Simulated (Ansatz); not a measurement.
# Is this Ga₅As₃P₂ structure a true minimum?

The structure comes from a generated guess, relaxed at this level; another structure or a mixture of phases may lie lower.

Theory: DFT PBE, scalar-relativistic, plane waves, PAW in Ansatz. Settings: cutoff 420 eV, Γ-centred mesh 10×10×10 on the computed 10-atom cell, Gaussian smearing of 0.02 eV; no spin polarisation.

The cell below (10 atoms, space group I-4m2 (No. 119)) is relaxed within its symmetry.

```
Ga P As
1.0
    -1.99563    1.99563   14.13698
     1.99563   -1.99563   14.13698
     1.99563    1.99563  -14.13698
Ga P As
5 2 3
Direct
  0.60296 0.60296 0.00000
  0.00000 0.00000 0.00000
  0.39704 0.39704 0.00000
  0.80141 0.80141 0.00000
  0.19859 0.19859 0.00000
  0.34923 0.84923 0.50000
  0.15077 0.65077 0.50000
  0.94855 0.44855 0.50000
  0.75000 0.25000 0.50000
  0.55145 0.05145 0.50000
```

For the test it was strained at random (σ = 1.5 % a component), the atoms were moved at random (σ = 0.10 Å), and all was relaxed again on a coarse 4×4×4 mesh (in the run’s order of axes) with 0.10 eV smearing, with no symmetry imposed.

Question: What happens?

Answer: It returns, within 1 meV/atom of the unmoved cell on that mesh and with the same symmetry when read at 0.1 Å. No instability shows in this cell; modes of other wave vectors, which need another repeat, aren't tested.
